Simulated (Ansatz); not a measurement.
Si3N4 in space group I-43d (No. 220; N on 16c, Si on 12b), LDA (plane waves, PAW; program Ansatz): ε∞ = 4.67, cell volume 131.82 Å³. Infrared-active transverse modes:

```tsv
ω_TO (cm⁻¹)	oscillator strength S_xx (e²/amu)
277.3	0.01315
372.9	0.6026
841.1	5.740
895.2	0.08707
```

Q: Compute the static dielectric constant.

A: Each mode adds (4.921e7/V) S/ω²: 0.06, 1.62, 3.03, 0.04. So ε0 = 9.42.

The workflow started from an entry of the Crystallography Open Database (COD), which files this formula under 4 space groups. It is not the phase usual at ambient conditions (space group No. 176). Symmetry was held in the LDA relaxation; whether a distortion lowers the energy is not shown.

Potentials: the later of the program's two PAW sets.
